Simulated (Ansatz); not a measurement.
An Ansatz (a quantum-chemistry and plane-wave program) run. Input:

Ansatz 0.2 input:
```yaml
crystal:
  lattice:
    - [1.6417888243, -5.5147205554, 0.0]
    - [1.6417888243, 5.5147205554, 0.0]
    - [0.0, 0.0, 4.3382818554]
  atoms:
    - { symbol: Sc, position: [0.8370082838, 0.1629917162, 0.75] }
    - { symbol: Sc, position: [0.1629917162, 0.8370082838, 0.25] }
    - { symbol: Al, position: [0.5694999571, 0.4305000429, 0.75] }
    - { symbol: Al, position: [0.4305000429, 0.5694999571, 0.25] }
kpoints:
  mp_grid: { grid: [13, 13, 10] }
hamiltonian:
  xc: pbesol
  pseudopotentials: { kind: paw }
scf:
  occupations: { method: fermi_dirac, width: 0.1 }
phonons:
  method: dfpt
  response_accuracy: low
  eigenvectors: true
  rigid_motions: translations
```

Output (shortened):

```
Pseudopotential: Sc, paw, valence charge 11
Pseudopotential: Al, paw, valence charge 3
Functional definition: PBEsol
Crystal: 4 atoms, lattice volume = 78.558 Å³
Basis set: ecut = 420 eV, 1533 PW (Γ), exchange–correlation on 80×80×60 points (8 copies of the dense FFT grid, shifted against one another)
Bands: 18, of which v1, the nominal top of the filled ones, is band 14 counted from 1 (13 counted from 0)
Symmetry: 8 space group operations
k-points: 294 of 1690 (irreducible under 4 space group operations, time reversal used)
SCF iter   1: F=—  HF=-5273.556092 eV  |F-HF|=—  |Δ(HF+E_count)|=         —  Δρ=3.12e-3  dr2=9.91e-3  ethr=1.77e-3  ⟨swp⟩=5.5  Hψ=26511  notcnv=0
preconditioner: auto → Kerker (q_TF=auto, 2.297 Å⁻¹)
SCF iter   2: F=—  HF=-5273.553718 eV  |F-HF|=—  |Δ(HF+E_count)|=   2.37e-3  Δρ=1.80e-3  dr2=3.86e-3  ethr=3.54e-5  ⟨swp⟩=1.0  Hψ=7650  notcnv=0
SCF iter   3: F=—  HF=-5273.552700 eV  |F-HF|=—  |Δ(HF+E_count)|=   1.02e-3  Δρ=2.42e-4  dr2=5.28e-5  ethr=1.38e-5  ⟨swp⟩=2.0  Hψ=6950  notcnv=0
SCF iter   4: F=—  HF=-5273.552682 eV  |F-HF|=—  |Δ(HF+E_count)|=   1.87e-5  Δρ=6.07e-5  dr2=2.91e-6  ethr=1.89e-7  ⟨swp⟩=2.6  Hψ=8563  notcnv=0
SCF iter   5: F=—  HF=-5273.552681 eV  |F-HF|=—  |Δ(HF+E_count)|=   6.39e-7  Δρ=1.39e-5  dr2=1.57e-7  ethr=1.04e-8  ⟨swp⟩=2.0  Hψ=6596  notcnv=0
SCF iter   6: F=—  HF=-5273.552681 eV  |F-HF|=—  |Δ(HF+E_count)|=   3.65e-8  Δρ=2.42e-6  dr2=3.10e-9  ethr=5.60e-10  ⟨swp⟩=2.7  Hψ=8783  notcnv=0
SCF iter   7: F=—  HF=-5273.552681 eV  |F-HF|=—  |Δ(HF+E_count)|=   1.07e-9  Δρ=5.64e-7  dr2=1.72e-10  ethr=1.11e-11  ⟨swp⟩=2.8  Hψ=10723  notcnv=0
SCF iter   8: F=—  HF=-5273.552681 eV  |F-HF|=—  |Δ(HF+E_count)|=  3.55e-11  Δρ=1.21e-7  dr2=1.01e-11  ethr=1.00e-12  ⟨swp⟩=5.0  Hψ=21428  notcnv=0
SCF iter   9: F=-5273.552681 eV  HF=-5273.552681 eV  |F-HF|=9.09e-13  |Δ(HF+E_count)|=  2.73e-12  Δρ=1.56e-8  dr2=2.34e-13  ethr=1.00e-12  ⟨swp⟩=4.1  Hψ=19437  notcnv=0
the search or the solves at the SCF's close seem to have found levels that the self-consistency loop had missed (the run counts 1) …
SCF 1 converged in 9 iterations: F = -5273.552681 eV  dr2 = 2.34e-13
DFPT response loops at Γ: preconditioner auto → Kerker (q_TF=auto, 2.297 Å⁻¹) (partly filled bands, converged f_vac=0.000) …
SCF converged after 9 iterations
Free energy (F): -5273.552681 eV
Harris-Foulkes:  -5273.552681 eV  (|F-HF|=9.09e-13)
Internal energy: -5273.413010 eV  (E = F + TS)
E sigma→0 (E₀):  -5273.482846 eV
Entropy (-TS):   -0.139671 eV (-34.918 meV/atom)
Fermi energy:    8.870887 eV
--- Per-component energies (eV) ---
  E_band       = -313.250063
  E_kinetic    = 568.314594
  E_local      = -1890.192374  (includes V_loc(G=0)·N_el)
  E_nonlocal   = 189.340015
  E_hartree    = 687.393380
  E_xc         = -285.891848
  E_vxc        = -315.925337  (∫ρ·V_xc dr)
  E_paw        = -2774.007410  (= ΣΔE_a)
  E_vpaw       = -239.573750  (= ΣTr[D̂ρ^β])
  E_aug_tail   = 0.000017  (compensation charges beyond the density's cutoff)
  E_ewald      = -1768.665711
  E_core_change = 0.296328  (= ΣΔE_core)
  E_smearing   = -0.139671  (= −TS)
  E_closure    =  0.000000  (closes the sum)
  Σ components = -5273.552681   (vs F -5273.552681, Δ=0.00e0)
  [band-id]    e_kinetic+e_local+e_nonlocal+2·e_hartree+e_vxc+e_vpaw+e_augmentation_tail = -313.250075   (vs E_band -313.250063, Δ=-1.18e-5)
--- Band table (eV; the first three rows and the last of 294) ---
  k-point 0: bands = ["-40.1554", "-40.1224", "-18.9753", "-18.9630", "-18.8567", "-18.8406", "-18.7579", "-18.7001", "0.5757", "4.7072", "6.3938", "7.4496", "7.8068", "9.5638", "9.8980", "10.4925", "10.8703", "10.9326"]
  k-point 1: bands = ["-40.1546", "-40.1232", "-18.9775", "-18.9642", "-18.8550", "-18.8413", "-18.7564", "-18.7015", "0.6580", "4.6899", "6.4555", "6.8685", "8.2368", "9.3529", "9.8999", "10.6030", "10.7234", "11.0473"]
  k-point 2: bands = ["-40.1521", "-40.1254", "-18.9826", "-18.9679", "-18.8510", "-18.8429", "-18.7521", "-18.7054", "0.9023", "4.5131", "6.3275", "6.6359", "8.4722", "8.8850", "9.9612", "10.5372", "10.7740", "11.0328"]
  k-point 293: bands = ["-40.1385", "-40.1385", "-18.9976", "-18.9976", "-18.8337", "-18.8337", "-18.7284", "-18.7284", "2.8920", "2.8920", "5.4181", "5.4181", "9.2365", "9.2365", "10.4309", "10.4309", "10.7624", "10.7624"]
--- Phonons (Γ-DFPT): 6 representative perturbations + reference, on 294 of 1690 k-points (Σ response iterations 18) ---
  ASR residual: 6.691e-4 → 0.000e0 eV/Å²; symmetrization residual: 1.445e-4 eV/Å²
  ASR residual per site (eV/Å²): 6.69e-4 6.69e-4 1.94e-4 1.94e-4
  Γ frequencies (cm⁻¹): 0.00 0.00 0.00 149.68 174.22 181.19 224.69 229.60 269.17 275.33 295.87 351.16
  non-analytic LO–TO correction: not included (Born effective charges unavailable; polar crystals: no LO–TO splitting at Γ)
```

Cost: roughly 2.8 core-minutes on shared cores.

Space group Cmcm. The workflow started from a Materials Project entry (that database holds measured and hypothetical structures alike); the Crystallography Open Database copy checked does not list it. Its standing as an ambient phase is unchecked. Symmetry was held in the PBEsol relaxation; whether a distortion lowers the energy is not shown. The run is not spin-polarised. As this level gives no gap, phonon frequencies hold no LO–TO term and depend on the k-mesh and smearing (Fermi–Dirac, 0.1 eV here).

Potentials: the later of the program's two PAW sets.

Ansatz is a plane-wave DFT program.
